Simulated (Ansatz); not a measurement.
Compressing TiO2: a fit and a missing row

TiO2, I4_1/amd, a = 3.818 Å, c = 9.776 Å. The compound has several low-lying forms, and this is one of them. Ansatz: PBE+U, PAW, 420 eV, Γ-centred 8×8×8 mesh on 6 atoms, Gaussian smearing 0.02 eV; U_eff Ti 4.00 eV; no spin polarisation. Shape and atoms are relaxed at each volume; pressure is positive in compression.

```
V (Å³/atom) P (GPa)
     10.450    25.71
     10.806    18.46
     11.162    11.64
     11.518        ?
     11.875     0.01
     12.231    -4.86
     12.587    -9.13
     13.062   -13.93
```

Task: Take V0 = 11.875 Å³/atom, count pressures from its P0 = 0.01 GPa, fit the third-order Birch–Murnaghan form to the other rows, and predict the missing pressure.

Result: With the Eulerian strain f = ½[(V0/V)^(2/3) − 1] and y = (P − P0)/[3f(1 + 2f)^(5/2)], the form is the line y = B0 + 1.5 B0 (B0′ − 4) f. Rows (f, y): 0.04448, 155.6; 0.03245, 162.0; 0.02107, 166.0; -0.00975, 174.9; -0.01904, 176.3; -0.03077, 177.0. Means f = 0.006407, y = 168.63; Σ(Δf)² = 0.004634, ΣΔfΔy = -1.315; the slope is their ratio. y = 170.5 − 283.8 f GPa, so B0 = 170.5 GPa and B0′ = 4 + 2 × (-283.8)/(3 × 170.5) = 2.89. At V = 11.518, f = 0.01028, y = 167.58 and P = 5.45 GPa. The run gave 5.53 GPa, so the fit is 0.08 GPa too low, within the rms miss on the fitted rows (0.18 GPa).